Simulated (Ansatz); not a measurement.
**Ga3B2As5: rattling a relaxed structure**

The cell was found from a structure generator's guess, not taken from experiment.

All numbers below come from Ansatz, DFT PBE, scalar-relativistic, plane waves, PAW. Settings: cutoff 420 eV, Γ-centred mesh 14×14×14 on the computed 10-atom cell, Gaussian smearing of 0.02 eV; no spin polarisation.

The cell below (10 atoms, space group I-4m2 (No. 119)) is relaxed within its symmetry.

```xyz
10
Lattice="-1.8791 1.8791 13.7628 1.8791 -1.8791 13.7628 1.8791 1.8791 -13.7628" Properties=species:S:1:pos:R:3 pbc="T T T"
Ga    0.0000    0.0000   19.1238
Ga    0.0000    0.0000    8.4018
Ga    0.0000    0.0000   13.7628
B     0.0000    0.0000   24.8476
B     0.0000    0.0000    2.6780
As    1.8791    0.0000    6.8814
As    0.0000    1.8791    9.9462
As    1.8791    0.0000   12.2240
As    1.8791    0.0000    1.5388
As    0.0000    1.8791    3.8166
```

For the test it was strained at random (σ = 1.5 % a component), the atoms were moved at random (σ = 0.05 Å), and all was relaxed again on a coarse 4×4×4 mesh (in the run’s order of axes) with 0.10 eV smearing, with no symmetry imposed.

Question: Is the structure stable against such a distortion?

Answer: It returns, within 2 meV/atom of the unmoved cell on that mesh and with the same symmetry when read at 0.1 Å. No instability shows in this cell; modes of other wave vectors, which need another repeat, aren't tested.
